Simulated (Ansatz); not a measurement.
Ba2As:
Space group I4/mmm (No. 139); a = 4.814 Å, b = 4.814 Å, c = 17.661 Å, α = 90.00°, β = 90.00°, γ = 90.00°

```tsv
atom	site	symmetry	x	y	z
Ba	4c	mmm.	0.0000	0.5000	0.0000
Ba	4e	4mm	0.0000	0.0000	0.3149
As	4e	4mm	0.0000	0.0000	0.1320
```
(The calculation used a cell of 6 atoms; values per cell refer to that cell.)

Relaxed at zero pressure with plane-wave PAW LDA (Ansatz code).

Question: The volume is raised by 6 % and shape and atoms relax at that volume. What pressure results, and how do the axes share the change?

Answer: -1.6 GPa; a 2.6 %, b 2.6 %, c 0.8 %; the energy rises by 11 meV/atom.

Question: Give the new structure.

Answer: 
Space group I4/mmm (No. 139); a = 4.937 Å, b = 4.937 Å, c = 17.799 Å, α = 90.00°, β = 90.00°, γ = 90.00°

```json
[
 {"atom": "Ba", "site": "4c", "symmetry": "mmm.", "x": "0.0000", "y": "0.5000", "z": "0.0000"},
 {"atom": "Ba", "site": "4e", "symmetry": "4mm", "x": "0.0000", "y": "0.0000", "z": "0.3151"},
 {"atom": "As", "site": "4e", "symmetry": "4mm", "x": "0.0000", "y": "0.0000", "z": "0.1315"}
]
```

The phase is kept; no other phase was compared at this pressure.

The workflow started from an entry of the Crystallography Open Database (COD). Its standing as an ambient phase is unchecked. Symmetry was held in the LDA relaxation; its stability against distortions is not shown here. Scalar-relativistic: spin–orbit coupling is off unless named, which matters more the heavier the elements.

Potentials: the later of the program's two PAW sets.
